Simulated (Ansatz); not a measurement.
Sn3P4 (P4/mmm)

The calculation used DFT PBE, scalar-relativistic, plane waves, PAW in Ansatz 0.2.0.

Plane waves to 420 eV, a k mesh through Γ of 6×6×10 on the computed 7-atom cell and Gaussian smearing (0.10 eV); no spin polarisation.

The structure is relaxed at this level of theory with its symmetry kept, and needn't be the ground state of this composition.

Space group P4/mmm (No. 123). a = 6.394 Å, b = 6.394 Å, c = 3.861 Å, α = 90.00°, β = 90.00°, γ = 90.00°
```json
{"atom": "Sn", "site": "1c", "symmetry": "4/mmm", "x": "0.5000", "y": "0.5000", "z": "0.0000"}
{"atom": "Sn", "site": "2f", "symmetry": "mmm.", "x": "0.0000", "y": "0.5000", "z": "0.0000"}
{"atom": "P", "site": "4k", "symmetry": "m.2m", "x": "0.1778", "y": "0.1778", "z": "0.5000"}
```

| Item | Value |
| --- | --- |
| Space group | P4/mmm (No. 123) |
| Volume per atom | 22.55 Å³ |
| Formation energy from the elements' standard states (uncorrected) | +0.252 eV/atom |
| Kohn–Sham band gap | none (metal) |
| Density of states at the Fermi level | 2.8 states/eV per cell |
| Orbital (Löwdin) character within 0.5 eV of the Fermi level | Sn 5p 49 %, P 3p 35 %, P 3s 8 %, unprojected 5 % |
| Bader charge by site (e) | Sn (1 in the cell) 0.43, Sn (2 in the cell) 0.53, P (4 in the cell) -0.37 |

The cell was found from a structure generator's guess, not taken from experiment. Löwdin shares on free-atom orbitals overweight diffuse shells.
